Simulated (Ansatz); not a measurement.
**Ta₂Si, first-principles data**

Ta2Si:
```xyz
6
Lattice="-3.0845 3.0845 2.5255 3.0845 -3.0845 2.5255 3.0845 3.0845 -2.5255" Properties=species:S:1:pos:R:3 pbc="T T T"
Ta     2.0750     1.0095     2.5255
Ta     1.0095     2.0750     0.0000
Ta    -1.0095     2.0750     2.5255
Ta     4.0941     1.0095     0.0000
Si     0.0000     0.0000     1.2627
Si     0.0000     0.0000     3.7882
```

Space group I4/mcm (No. 140); conventional cell a = 6.1691 Å, b = 6.1691 Å, c = 5.0509 Å, α = 90.00°, β = 90.00°, γ = 90.00°.

Method: the program Ansatz at the r²SCAN level (PAW). The cell and atoms are relaxed at this level. Other levels are named where they apply.

**Cell and energy**

- Volume per atom = 16.02 Å³
- Density = 13.48 g/cm³
- Formation energy from the elements (no fitted shifts) = -0.61 eV/atom

**Electronic structure**

- Electronic character: metallic (no gap)
- Density of states at the Fermi level: 0.46 states/eV per atom (mean over ±0.08 eV)

The first step of the workflow began from a Materials Project structure, measured or hypothetical; the Crystallography Open Database copy checked does not list it. Its standing as an ambient phase is unchecked. The cell was relaxed with r²SCAN under the symmetry of its start; its stability against distortions is not shown here. No spin polarisation was allowed. The references are the lowest solids computed at this level, not always the standard phases. Scalar-relativistic: spin–orbit coupling is off unless named, which matters more the heavier the elements.

Potentials: the earlier of the program's two PAW sets.
